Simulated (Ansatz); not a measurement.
## Cu: course of a relaxation

The calculation used Ansatz, DFT PBEsol, scalar-relativistic, plane waves, PAW. Run with 420 eV cutoff, 24×24×12 k-mesh, Gaussian smearing of 0.10 eV, no spin polarisation.

What was changed: biaxial strain in the a-b plane, c and atoms relaxed: +6.0 %.

Command:

```bash
ansatz run input.yaml --threads 1 --pin off --max-ram 2560MiB --backend cpu --events-out ev --progress --plain --runs-dir out
```

Input:

```yaml
crystal:
  lattice:
    - [2.6718264867, 0.0, 0.0]
    - [-1.3359132434, 2.313869612, 0.0]
    - [0.0, 0.0, 3.9683284299]
  atoms:
    - { symbol: Cu, position: [0.3333333333, 0.6666666667, 0.25] }
    - { symbol: Cu, position: [0.6666666667, 0.3333333333, 0.75] }
basis:
  ecutwfc: 420
kpoints:
  mp_grid: { grid: [24, 24, 12] }
hamiltonian:
  xc: pbesol
scf:
  occupations: { method: gaussian, width: 0.1 }
output:
  forces: true
  stress: true
  eigenvalues: true
relax:
  adjacent_minimum: "off"
  f_tol: 0.008
  max_steps: 40
  cell: { stress_tol: 0.015, fix: [a, b, gamma] }
```

F is the free energy. Steps run on the plane waves of an earlier cell, but the last one, and at times one on the way, on a freshly chosen basis, so a repeated geometry can differ a little in energy. The held parts of the cell keep their stress, so P needn't end at zero.

Steps:

| step | F − F(1) (eV) | largest force component (eV/Å) | V (Å³/atom) | P (GPa) |
| --- | --- | --- | --- | --- |
| 1 | 0.0000 | 0.000 | 12.267 | -9.54 |
| 2 | -0.0004 | 0.000 | 12.241 | -9.25 |
| 3 | -0.0006 | 0.000 | 12.203 | -8.79 |
| 4 | -0.0006 | 0.000 | 12.204 | -8.81 |
| 5 | -0.0005 | 0.000 | 12.204 | -8.80 |

Relaxed structure:

```yaml
crystal:
  lattice:
    - [2.67183, 0.00000, 0.00000]
    - [-1.33591, 2.31387, 0.00000]
    - [0.00000, 0.00000, 3.94807]
  atoms:
    - { symbol: Cu, position: [0.33333, 0.66667, 0.25000] }
    - { symbol: Cu, position: [0.66667, 0.33333, 0.75000] }
```

Symmetry: P6_3/mmc, No. 194, hexagonal system. Conventional cell: a = 2.672 Å, b = 2.672 Å, c = 3.948 Å, α = 90.00°, β = 90.00°, γ = 120.00°. Cu (site symmetry -6m2) is surrounded by 12 Cu at 2.51 to 2.67 Å.

The run converged. Time: 57 s on 1 thread of Intel(R) Xeon(R) Platinum 8259CL CPU @ 2.50GHz (Skylake/Cascade Lake), on a shared host, peak memory 0.55 GiB.